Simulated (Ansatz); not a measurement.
All numbers below come from DFT PBE, scalar-relativistic, plane waves, PAW (Ansatz 0.2.0). Cutoff 420 eV, Γ-centred meshes of about 0.25 Å⁻¹ or finer for metals and 0.3 Å⁻¹ for insulators (2π included), Gaussian smearing. No spin polarisation.

Temperature and zero-point effects are left out.

Compare these two cells of TaH4, each relaxed at this level.

1.

```
CELL_PARAMETERS angstrom
2.86217 0.00000 0.00000
-1.43109 2.47872 0.00000
0.00000 0.00000 8.83875
ATOMIC_POSITIONS crystal
Ta 0.00000 0.00000 0.00000
H 0.00000 0.00000 0.45769
H 0.00000 0.00000 0.54231
H 0.66667 0.33333 0.87079
H 0.33333 0.66667 0.12921
```

2.

```
CELL_PARAMETERS angstrom
2.44006 -1.45319 0.00000
2.44006 1.45319 0.00000
-1.63301 0.00000 9.27501
ATOMIC_POSITIONS crystal
Ta 0.50000 0.50000 0.00000
H 0.94932 0.94932 0.52567
H 0.79518 0.79518 0.87667
H 0.20482 0.20482 0.12333
H 0.05068 0.05068 0.47433
```

Problem. Which form is favoured at zero pressure, and by what margin per atom?

Solution. They are level within the accuracy (2 meV/atom apart, with cell 2 the lower in these runs). Cell 1 has space group P-3m1 (No. 164), 12.5 Å³/atom and no gap on its mesh; cell 2 has space group C2/m (No. 12), 13.2 Å³/atom and no gap. Counting H atoms around Ta (those within 1.25 times the shortest such distance or 1.15 times the sum of covalent radii, 1.27 where that leaves under three), cell 1 and cell 2 both have Ta 6. Cell 1 and cell 2 both hold H–H pairs as short as in free H₂ molecules. Both come from trial cells of a structure search, whose lowest cell (Immm, 6.5 Å³/atom) lies 57 meV/atom below the lower of the two.

The k mesh leaves some 4 meV/atom of noise in the energy of each metallic cell. No dispersion correction is applied, so the spacing and binding between layers, chains or molecules are poorly described (P-3m1, C2/m), and this can change margins and order among such cells. Spin–orbit coupling, which can matter for Ta, is left out. With hydrogen, zero-point motion can shift such differences by 10 meV/atom or more. With atoms moved at random, cell 1 ended within 5 meV/atom of its own energy, in a cell of lower symmetry. With atoms moved at random, cell 2 came back. Some candidate types were left out of the draw beforehand, so a known form may be missing.
